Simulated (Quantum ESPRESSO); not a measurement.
```cif
data_O4Sn2
_chemical_formula_sum 'O4 Sn2'
_space_group_name_H-M_alt 'P 1'
_space_group_IT_number 1
_cell_length_a 4.78800
_cell_length_b 4.86658
_cell_length_c 3.24090
_cell_angle_alpha 90.000
_cell_angle_beta 90.000
_cell_angle_gamma 90.000
loop_
_space_group_symop_operation_xyz
  'x, y, z'
loop_
_atom_site_label
_atom_site_type_symbol
_atom_site_fract_x
_atom_site_fract_y
_atom_site_fract_z
_atom_site_occupancy
O1 O 0.29185 0.32104 0.00000 1
O2 O 0.70815 0.67896 0.00000 1
O3 O 0.79185 0.17896 0.50000 1
O4 O 0.20815 0.82104 0.50000 1
Sn1 Sn 0.50000 0.50000 0.50000 1
Sn2 Sn 0.00000 0.00000 0.00000 1
```

The geometry is that of Materials Project entry mp-550172, symmetrised and not relaxed again.

Problem. What does PBEsol (pw.x of Quantum ESPRESSO, ONCV potentials, with spin-orbit coupling) give for the electronic structure near the Fermi level?

Solution. The PBEsol gap is direct, 0.73 eV at Γ. 

This is not the ordinary phase of the substance; no match was found in the copy of COD used, and its stability was not checked.

Letters of k points follow the standard setting of the lattice, whose axes may be ordered differently from the printed cell.
